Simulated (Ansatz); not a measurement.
AlRu under pressure

These are results of DFT LDA, scalar-relativistic, plane waves, PAW in Ansatz 0.2.0, not measurements. Plane waves to 420 eV; Γ-centred k mesh 14×14×14; Fermi-Dirac smearing of 0.15 eV. No spin polarisation. Phonons by linear response, acoustic sum rule imposed.

Equilibrium structure at this level:
```yaml
crystal:
  lattice:
    - [2.95566, 0.00000, 0.00000]
    - [0.00000, 2.95566, 0.00000]
    - [0.00000, 0.00000, 2.95566]
  atoms:
    - { symbol: Al, position: [0.00000, 0.00000, 0.00000] }
    - { symbol: Ru, position: [0.50000, 0.50000, 0.50000] }
```

In a metal, frequencies and elastic constants depend on the k mesh and the smearing, soft modes and shear constants most.

The cell is relaxed again at 7 and 18 and 35 GPa. How do volume, gap and optical modes at Γ (cm⁻¹, counted from the lowest optical one; a degenerate one stands once) change?

Results:

|  | 0 GPa | 7 GPa | 18 GPa | 35 GPa |
| --- | --- | --- | --- | --- |
| V/V0 | 1.000 | 0.972 | 0.935 | 0.889 |
| gap (eV) | 0.00 | 0.00 | 0.00 | 0.00 |
| mode 1 | 324 | 342 | 367 | 401 |

Cost: 4 runs of about 3.4 core-minutes in all, on Intel Xeon Processor @ 2.50GHz (Skylake/Cascade Lake) (shared hosts).